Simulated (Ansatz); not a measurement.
Total density of states per atom from LDA in the plane-wave PAW code Ansatz, in 0.25 eV bins, energy from the valence-band maximum:

```csv
E (eV),states/eV/atom
-7.70,0.00
-7.45,0.19
-7.20,0.30
-6.95,0.40
-6.70,0.17
-6.45,0.17
-6.20,0.41
-5.95,0.55
-5.70,0.35
-5.45,0.62
-5.20,0.60
-4.95,0.46
-4.70,0.76
-4.45,0.59
-4.20,0.64
-3.95,0.57
-3.70,0.32
-3.45,0.29
-3.20,0.37
-2.95,0.53
-2.70,0.52
-2.45,0.50
-2.20,0.66
-1.95,0.62
-1.70,0.67
-1.45,0.92
-1.20,0.85
-0.95,0.66
-0.70,0.51
-0.45,0.15
-0.20,0.04
0.05,0.00
0.30,0.00
0.55,0.00
0.80,0.00
1.05,0.00
1.30,0.00
1.55,0.00
1.80,0.00
2.05,0.00
2.30,0.00
2.55,0.00
2.80,0.00
3.05,0.00
3.30,0.00
3.55,0.00
3.80,0.00
4.05,0.00
4.30,0.00
4.55,0.01
4.80,0.01
5.05,0.02
5.30,0.03
5.55,0.04
5.80,0.05
6.05,0.07
6.30,0.09
6.55,0.16
6.80,0.41
7.05,0.30
7.30,0.23
7.55,0.22
7.80,0.25
8.05,0.30
8.30,0.39
8.55,0.29
8.80,0.23
9.05,0.30
```

Task: Pick the material that matches.
A. MgZnO2, P3m1 (Mg on 1b, Zn on 1c, O on 1b, O on 1c)
B. KCl, rock salt
C. Al2O3, R3m (Pearson symbol hR5)
D. HfO2, fluorite

Result: C, Al2O3, R3m (Pearson symbol hR5). Top 1 eV of the valence band: O 2p 97 %. Bottom 1 eV of the conduction band: Al 3s 37 %, O 2s 36 %, Al 3p 15 %, O 2p 8 %. Projections are on Löwdin-orthogonalised atomic valence shells; empty p or d shells of many metals are not among them.

The workflow started from a Materials Project entry (that database holds measured and hypothetical structures alike); the Crystallography Open Database copy checked does not list it. It is not the phase usual at ambient conditions (space group No. 167). The cell was relaxed with LDA under the symmetry of its start; of distortions, only those at the zone centre were tested.

Potentials: the later of the program's two PAW sets.
